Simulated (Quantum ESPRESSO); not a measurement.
pw.x input (Quantum ESPRESSO 7.5; PBEsol, PseudoDojo standard norm-conserving files, scalar-relativistic):

```
&CONTROL
  calculation = 'scf'
  pseudo_dir = './pseudo'
  outdir = './out'
  tprnfor = .true.
  tstress = .true.
/
&SYSTEM
  ibrav = 0
  nat = 4
  ntyp = 2
  ecutwfc = 86.0
  ecutrho = 344.0
  occupations = 'smearing'
  smearing = 'fd'
  degauss = 0.002
  nbnd = 36
  assume_isolated = '2D'
/
&ELECTRONS
  conv_thr = 4e-10
/
ATOMIC_SPECIES
Ge 72.6300 Ge.upf
Se 78.9710 Se.upf
CELL_PARAMETERS angstrom
  4.017570898000   0.000000000000   0.000000000000
  0.000000000000   3.951934643000   0.000000000000
  0.000000000000   0.000000000000  15.700000000000
ATOMIC_POSITIONS crystal
Ge   0.956358956500   0.000000000000   0.073835741000
Ge   0.456358956500   0.500000000000  -0.073835741000
Se   0.409171043500   0.500000000000   0.084732950000
Se   0.909171043500   0.000000000000  -0.084732950000
K_POINTS automatic
6 8 1 0 0 0
```

End of the output:

```
     total energy              =    -841.29188029 Ry
     estimated scf accuracy    <       0.00000108 Ry
     total energy              =    -841.29188052 Ry
     estimated scf accuracy    <       0.00000004 Ry
     total energy              =    -841.29188053 Ry
     estimated scf accuracy    <          2.8E-09 Ry
[...]
     the Fermi energy is    -3.9058 ev
!    total energy              =    -841.29188053 Ry
     estimated scf accuracy    <          2.0E-10 Ry
     smearing contrib. (-TS)   =      -0.00000000 Ry
     internal energy E=F+TS    =    -841.29188053 Ry
     The total energy is F=E-TS. E is the sum of the following terms:
     one-electron contribution =   -4024.56426286 Ry
     hartree contribution      =    2007.77553419 Ry
     xc contribution           =    -182.11130128 Ry
     ewald contribution        =    1357.60814942 Ry
     convergence has been achieved in   9 iterations
     Forces acting on atoms (cartesian axes, Ry/au):
     atom    1 type  1   force =     0.00072642    0.00000000    0.00185592
     atom    2 type  1   force =     0.00072642    0.00000000   -0.00185592
     atom    3 type  2   force =    -0.00072642    0.00000000    0.00152383
     atom    4 type  2   force =    -0.00072642    0.00000000   -0.00152383
     Total force =     0.003694     Total SCF correction =     0.000121
```
In a gapped system the printed Fermi energy is only some level inside the gap.

Spin-orbit coupling is not included.

Geometry relaxed with PBEsol.
